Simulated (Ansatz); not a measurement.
Relaxed SnO (litharge type, space group P4/nmm):

```
CELL_PARAMETERS angstrom
      3.83618     0.00000     0.00000
      0.00000     3.83618     0.00000
      0.00000     0.00000     4.75736
ATOMIC_POSITIONS crystal
  Sn 0.50000 0.00000 0.24343
  Sn 0.00000 0.50000 0.75657
  O  0.00000 0.00000 0.00000
  O  0.50000 0.50000 0.00000
```

The numbers are results of PBE-D3(BJ) (plane waves to 420 eV, PAW, scalar-relativistic; Ansatz, an electronic-structure program), not measurements. k mesh 10×10×8 (Γ-centred), Fermi-Dirac smearing 0.05 eV. With partly filled bands, energies and forces of such displacements shift with the k mesh and the smearing. At this level the bands of SnO touch or barely overlap; measurements give the solid a gap. SnO was relaxed with its symmetry unable to fall. The PAW data are Ansatz's earlier set.

One atom of the cell was then moved (with its periodic images), all else fixed, and the forces (eV/Å) came out as:

| atom | Fx | Fy | Fz |
|---|---|---|---|
| Sn1 | 0.104 | 0.104 | 0.011 |
| Sn2 | -0.430 | -0.430 | -0.153 |
| O3 | 0.083 | 0.244 | 0.071 |
| O4 | 0.244 | 0.083 | 0.071 |

Question: Which atom was moved, and by which vector (Å)?

Answer: Sn2, by (0.09, 0.09, 0.00), 0.13 Å in all.

(For displaced atoms, the force is minus the slope of the energy, and its curvature is a force constant, which sets phonon frequencies.)
